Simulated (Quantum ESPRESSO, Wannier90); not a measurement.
## Tight-binding from DFT: TaAs (I4₁md)

Cell from Materials Project (mp-1936), symmetrised, no further relaxation. Not found in the COD (Crystallography Open Database) copy used; not checked further. Method: PBEsol plane waves in Quantum ESPRESSO 7.5 (PseudoDojo norm-conserving files, 68 Ry, spinors with spin-orbit coupling), Bloch states on a 4×4×4 mesh through Γ, Wannier90 4.0.1. Density: 10×10×10 mesh, cold smearing 0.01 Ry.

On the energy scale of pw.x, whose zero is arbitrary, the Fermi level lies at 17.01 eV.

Input w.win:

```
num_bands = 4
num_wann = 4
exclude_bands = 1-4,9-116
spinors = true
num_iter = 800
conv_tol = 1.0e-6
conv_window = 4
write_hr = true
write_u_matrices = true
auto_projections = true
begin unit_cell_cart
ang
    0.0000000000   -3.4436300000    0.0000000000
    3.4436300000    0.0000000000    0.0000000000
   -1.7218150000    1.7218150000    5.8679400000
end unit_cell_cart
begin atoms_frac
Ta   0.2499700000 -0.2500300000  0.4999400000
Ta   0.4999700000  0.4999700000 -0.0000600000
As  -0.1673700000  0.3326300000 -0.3347400000
As   0.0826300000  0.0826300000  0.1652600000
end atoms_frac
mp_grid = 4 4 4
begin kpoints
0.0000000000 0.0000000000 0.0000000000
0.0000000000 0.0000000000 0.2500000000
0.0000000000 0.0000000000 0.5000000000
... (61 more lines: the 4x4x4 mesh through Gamma)
end kpoints
```

Input of pw2wannier90.x that gives the overlap and projection files (equivalent; here they were cut from one run over all bands):

```
&inputpp
  outdir = './out'
  prefix = 'pwscf'
  seedname = 'w'
  write_amn = .true.
  write_mmn = .true.
  scdm_proj = .true.
  scdm_entanglement = 'isolated'
/
```

Output w.wout (banner and timings cut):

```
                                    ------
                                    SYSTEM
                                    ------

                              Lattice Vectors (Ang)
                    a_1     0.000000  -3.443630   0.000000
                    a_2     3.443630   0.000000   0.000000
                    a_3    -1.721815   1.721815   5.867940

                   Unit Cell Volume:      69.58548  (Ang^3)

                        Reciprocal-Space Vectors (Ang^-1)
                    b_1     0.000000  -1.824582   0.535383
                    b_2     1.824582   0.000000   0.535383
                    b_3    -0.000000   0.000000   1.070765

 *----------------------------------------------------------------------------*
 |   Site       Fractional Coordinate          Cartesian Coordinate (Ang)     |
 +----------------------------------------------------------------------------+
 | ta   1   0.24997  -0.25003   0.49994   |   -1.72181   0.00000   2.93362    |
 | ta   2   0.49997   0.49997  -0.00006   |    1.72182  -1.72182  -0.00035    |
 | as   1  -0.16737   0.33263  -0.33474   |    1.72181   0.00000  -1.96423    |
 | as   2   0.08263   0.08263   0.16526   |    0.00000   0.00000   0.96974    |
 *----------------------------------------------------------------------------*
                                ------------
                                K-POINT GRID
                                ------------

             Grid size =  4 x  4 x  4      Total points =   64

 *---------------------------------- MAIN ------------------------------------*
 |  Number of Wannier Functions               :                 4             |
 |  Number of Objective Wannier Functions     :                 4             |
 |  Number of input Bloch states              :                 4             |
 |  Output verbosity (1=low, 5=high)          :                 1             |
 |  Timing Level (1=low, 5=high)              :                 1             |
 |  Optimisation (0=memory, 3=speed)          :                 3             |
 |  Length Unit                               :               Ang             |
 |  Post-processing setup (write *.nnkp)      :                 F             |
 |  Using Gamma-only branch of algorithms     :                 F             |
 *----------------------------------------------------------------------------*
 *------------------------------- WANNIERISE ---------------------------------*
 |  Total number of iterations                :               800             |
 |  Number of CG steps before reset           :                 5             |
 |  Trial step length for line search         :             2.000             |
 |  Convergence tolerence                     :         0.100E-05             |
 |  Convergence window                        :                 4             |
 |  Iterations between writing output         :                 1             |
 |  Iterations between backing up to disk     :               100             |
 |  Write r^2_nm to file                      :                 F             |
 |  Write xyz WF centres to file              :                 F             |
 |  Write on-site energies <0n|H|0n> to file  :                 F             |
 |  Use guiding centre to control phases      :                 F             |
 |  Use phases for initial projections        :                 F             |
 *----------------------------------------------------------------------------*
 *-------------------------------- PLOTTING ----------------------------------*
 |  Plotting Hamiltonian in WF basis          :                 T             |
 *----------------------------------------------------------------------------*

 *---------------------------------- K-MESH ----------------------------------*
 +----------------------------------------------------------------------------+
 |                    Distance to Nearest-Neighbour Shells                    |
 |                    ------------------------------------                    |
 |          Shell             Distance (Ang^-1)          Multiplicity         |
 |          -----             -----------------          ------------         |
 |             1                   0.267691                      2            |
 |             2                   0.475377                      8            |
 |             3                   0.535383                      2            |
 |             4                   0.607701                      8            |
 |             5                   0.645087                      4            |
 |             6                   0.698424                      8            |
 |             7                   0.803074                      2            |
 |             8                   0.809898                      8            |
       ... (lines left out)
 +----------------------------------------------------------------------------+
 | The b-vectors are chosen automatically                                     |
 | The following shells are used:                       1,  2                 |
 +----------------------------------------------------------------------------+
 |                        Shell   # Nearest-Neighbours                        |
 |                        -----   --------------------                        |
 |                          1               2                                 |
 |                          2               8                                 |
 +----------------------------------------------------------------------------+
 | Completeness relation is fully satisfied [Eq. (B1), PRB 56, 12847 (1997)]  |
 +----------------------------------------------------------------------------+
 |                  b_k Vectors (Ang^-1) and Weights (Ang^2)                  |
 |                  ----------------------------------------                  |
 |            No.         b_k(x)      b_k(y)      b_k(z)        w_b           |
 |            ---        --------------------------------     --------        |
 |             1         0.000000    0.000000    0.267691     5.776002        |
 |             2         0.000000    0.000000   -0.267691     5.776002        |
 |             3         0.456145    0.000000    0.133846     1.201526        |
 |             4         0.000000   -0.456145    0.133846     1.201526        |
 |             5         0.456145    0.000000   -0.133846     1.201526        |
 |             6         0.000000   -0.456145   -0.133846     1.201526        |
 |             7        -0.456145    0.000000   -0.133846     1.201526        |
 |             8        -0.456145    0.000000    0.133846     1.201526        |
 |             9         0.000000    0.456145   -0.133846     1.201526        |
 |            10         0.000000    0.456145    0.133846     1.201526        |
 +----------------------------------------------------------------------------+
 |                           b_k Directions (Ang^-1)                          |
 |                           -----------------------                          |
 |            No.           x           y           z                         |
 |            ---        --------------------------------                     |
 |             1         0.000000    0.000000    0.267691                     |
 |             2         0.456145    0.000000    0.133846                     |
 |             3         0.000000   -0.456145    0.133846                     |
 |             4         0.456145    0.000000   -0.133846                     |
 |             5         0.000000   -0.456145   -0.133846                     |
 +----------------------------------------------------------------------------+

 Starting a new Wannier90 calculation ...

 Reading overlaps from w.mmn

 Reading projections from w.amn

 *------------------------------- WANNIERISE ---------------------------------*
 +--------------------------------------------------------------------+<-- CONV
 | Iter  Delta Spread     RMS Gradient      Spread (Ang^2)            |<-- CONV
 +--------------------------------------------------------------------+<-- CONV

 ------------------------------------------------------------------------------
 Initial State
  WF centre and spread    1  ( -1.721815, -1.721815, -0.000492 )     0.47283354
  WF centre and spread    2  (  0.000000, -1.721815, -2.934462 )     0.47283354
  WF centre and spread    3  (  1.721815, -1.721815, -0.000489 )     0.47283264
  WF centre and spread    4  ( -1.721815,  0.000000,  2.933481 )     0.47283264
  Sum of centres and spreads ( -1.721815, -5.165445, -0.001961 )     1.89133238

      0     0.189E+01     0.0000000000        1.8913323753  <-- CONV
        O_D=      0.0000036 O_OD=      0.0000555 O_TOT=      1.8913324 <-- SPRD
 ------------------------------------------------------------------------------
      1    -0.578E-04     0.0061720241        1.8912745476  <-- CONV
        O_D=      0.0000002 O_OD=      0.0000011 O_TOT=      1.8912745 <-- SPRD
      2    -0.397E-06     0.0009495306        1.8912741504  <-- CONV
        O_D=      0.0000001 O_OD=      0.0000008 O_TOT=      1.8912742 <-- SPRD
      3    -0.165E-06     0.0005479677        1.8912739850  <-- CONV
        O_D=      0.0000000 O_OD=      0.0000007 O_TOT=      1.8912740 <-- SPRD
      4    -0.183E-07     0.0001926303        1.8912739667  <-- CONV
        O_D=      0.0000000 O_OD=      0.0000007 O_TOT=      1.8912740 <-- SPRD
      5    -0.967E-08     0.0001151986        1.8912739570  <-- CONV
        O_D=      0.0000000 O_OD=      0.0000007 O_TOT=      1.8912740 <-- SPRD
             <<<     Delta < 1.000E-06  over  4 iterations     >>>
             <<< Wannierisation convergence criteria satisfied >>>
 Final State
  WF centre and spread    1  ( -1.721815, -1.721815, -0.000490 )     0.47281849
  WF centre and spread    2  (  0.000000, -1.721815, -2.934460 )     0.47281849
  WF centre and spread    3  (  1.721815, -1.721815, -0.000490 )     0.47281849
  WF centre and spread    4  ( -1.721815,  0.000000,  2.933480 )     0.47281849
  Sum of centres and spreads ( -1.721815, -5.165445, -0.001962 )     1.89127396

         Spreads (Ang^2)       Omega I      =     1.891273268
        ================       Omega D      =     0.000000037
                               Omega OD     =     0.000000652
    Final Spread (Ang^2)       Omega Total  =     1.891273957
```
